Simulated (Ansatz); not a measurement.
A trial cell of CaCu4Bi, before relaxation:

```cif
data_structure
_symmetry_space_group_name_H-M 'F-43m'
_symmetry_Int_Tables_number 216
_cell_length_a 7.2841
_cell_length_b 7.2841
_cell_length_c 7.2841
_cell_angle_alpha 90.000
_cell_angle_beta 90.000
_cell_angle_gamma 90.000
_cell_volume 386.48
loop_
_atom_site_label
_atom_site_type_symbol
_atom_site_symmetry_multiplicity
_atom_site_Wyckoff_symbol
_atom_site_fract_x
_atom_site_fract_y
_atom_site_fract_z
_atom_site_occupancy
Ca1 Ca 4 a 0.00000 0.00000 0.00000 1
Cu1 Cu 16 e 0.87616 0.37616 0.12384 1
Bi1 Bi 4 c 0.25000 0.25000 0.25000 1
```

The calculation used DFT PBE, scalar-relativistic, plane waves, PAW in Ansatz. Cutoff 420 eV, Gaussian smearing, Γ-centred meshes. Cell and atoms relax first on a coarse mesh and then on a finer one. In between, the cell is made exact in the group found at 0.06 Å. In metals the finer mesh still leaves noise of several meV/atom or more. The steps can't lower the symmetry of their start. No spin polarisation.

A guess keeps its type if space group and coordination stay and the shape of the cell changes little (axis ratios within about 15 %, angles within 6°); the volume may change.

Question: Does it keep its structure type, or change into something else?

Answer: It keeps its type. The symmetry stays F-43m (No. 216). The volume per atom grows by 6.9 %, from 16.1 to 17.2 Å³. The shortest distance goes from 2.55 Å (Cu–Cu) to 2.62 Å (Cu–Cu). Counting neighbours within 15 % of an atom's shortest distance, the start has Bi 16, Ca 16, Cu 6 and the end Bi 16, Ca 16, Cu 6.

Formation energies are uncorrected and refer to the elements' standard structures at the same level.

Question: At what energy does it end?

Answer: −0.12 eV/atom. It lies below the elements, which doesn't yet make it stable against other compounds or structures.

The last run used a 10×10×10 mesh for its 6-atom cell and Gaussian smearing of 0.10 eV. These runs have no spin–orbit coupling, which can matter for Bi. A structure relaxed within its symmetry needn't be a true minimum.
